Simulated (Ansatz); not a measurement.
Consider the following.

TiOs:
```yaml
crystal:
  lattice:
    - [3.08032, 0.00000, 0.00000]
    - [0.00000, 3.08032, 0.00000]
    - [0.00000, 0.00000, 3.08032]
  atoms:
    - { symbol: Ti, position: [0.50000, 0.50000, 0.50000] }
    - { symbol: Os, position: [0.00000, 0.00000, 0.00000] }
```

This is the r²SCAN-relaxed structure.

Q: All from r²SCAN (plane waves, PAW; program Ansatz), unless another level is named. Estimate the formation energy from the elements (no fitted shifts).

A: -806 meV/atom.

Q: Give the density of states at the Fermi level.

A: 0.16 states/eV per atom (mean over ±0.08 eV).

Space group Pm-3m (CsCl type). The workflow started from a Materials Project entry (that database holds measured and hypothetical structures alike); the Crystallography Open Database files this formula in space group No. 221, but the cells were not matched. Whether it is the stable phase at ambient conditions was not checked. Symmetry was held in the r²SCAN relaxation; its stability against distortions is not shown here. The run is not spin-polarised. The references are the lowest solids computed at this level, not always the standard phases. Spin–orbit coupling is left out wherever it is not named.

Potentials: the later of the program's two PAW sets.
